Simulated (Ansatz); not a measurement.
One starting cell of C (a generated cell, C built in the hcp structure type) was relaxed twice with Ansatz (plane waves, PAW, scalar-relativistic): with r2SCAN at 500 eV and with PBE at 420 eV. The r2SCAN result:

```
C
1.0
    2.49977     0.00000     0.00000
   -1.24989     2.16487     0.00000
    0.00000     0.00000     2.24879
C
2
Direct
  0.33333   0.66667   0.25000
  0.66667   0.33333   0.75000
```

```json
[
 {"quantity": "space group", "r2SCAN": "P6₃/mmc", "PBE": "P6₃/mmc"},
 {"quantity": "volume (Å³/atom)", "r2SCAN": "6.08", "PBE": "(withheld)"},
 {"quantity": "a (Å)", "r2SCAN": "2.500", "PBE": "(withheld)"},
 {"quantity": "c (Å)", "r2SCAN": "2.249", "PBE": "(withheld)"},
 {"quantity": "gap (eV, no spin-orbit coupling)", "r2SCAN": "0.00", "PBE": "(withheld)"}
]
```

**Question.** Fill in the PBE column.

**Answer.** 
- volume (Å³/atom), PBE: 6.06
- a (Å), PBE: 2.495
- c (Å), PBE: 2.249
- gap (eV, no spin-orbit coupling), PBE: 0.00

Both levels end in the same structure; PBE's volume is within 0.5 % of r2SCAN's. Neither column is exact.

No spin polarisation in the result.

The run could not lose the symmetry of its start, so the end can be a saddle point.

All atoms sit on sites fixed by symmetry, so only the cell could relax.

The relaxed structure here is a generated cell of C: the first start was made by placing the elements on the sites of a structure type, and the end was not matched to a known phase here, so it may be hypothetical. A known form of C has the same space group but another cell.

Ansatz is an electronic-structure program.
